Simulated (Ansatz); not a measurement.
CsBr (CsCl type)

Space group Pm-3m (No. 221); a = 4.3890 Å, b = 4.3890 Å, c = 4.3890 Å, α = 90.00°, β = 90.00°, γ = 90.00°

```csv
atom,site,symmetry,x,y,z
Cs,1a,m-3m,0.0000,0.0000,0.0000
Br,1b,m-3m,0.5000,0.5000,0.5000
```

The relaxed cell is deformed in two ways at once: its volume V is scaled, and at that volume it is stretched along z (the c axis of the conventional cell) so that c/a changes. Fractional atomic positions are held.

The numbers are results of PBE (plane waves to 420 eV, PAW, scalar-relativistic; Ansatz, a quantum-chemistry and plane-wave program), not measurements. k mesh 8×8×8 (Γ-centred), Fermi-Dirac smearing 0.05 eV. Compression counts positive. CsBr was relaxed with its symmetry unable to fall. 

Q: What σxx (GPa) does the calculation give at all points of the grid V/V₀ = 0.960, 0.973, 0.987, 1.000, 1.013, 1.027, 1.040 by (c/a)/(c/a)₀ = 0.920, 0.947, 0.973, 1.000, 1.027, 1.053, 1.080?

A: σxx (GPa), with V/V₀ across and (c/a)/(c/a)₀ down:

```
(c/a)/(c/a)₀ \ V/V₀  0.960  0.973  0.987  1.000  1.013  1.027  1.040
-------------------  -----  -----  -----  -----  -----  -----  -----
0.920                -0.09  -0.28  -0.46  -0.62  -0.77  -0.90  -1.03
0.947                 0.14  -0.05  -0.23  -0.40  -0.55  -0.69  -0.82
0.973                 0.36   0.16  -0.02  -0.19  -0.35  -0.49  -0.62
1.000                 0.56   0.36   0.18   0.01  -0.15  -0.29  -0.43
1.027                 0.76   0.55   0.37   0.20   0.04  -0.11  -0.24
1.053                 0.94   0.74   0.55   0.38   0.22   0.07  -0.07
1.080                 1.12   0.92   0.73   0.56   0.40   0.25   0.11
```

(Under strain, the slope of the energy per volume gives the stress and its curvature an elastic modulus.)
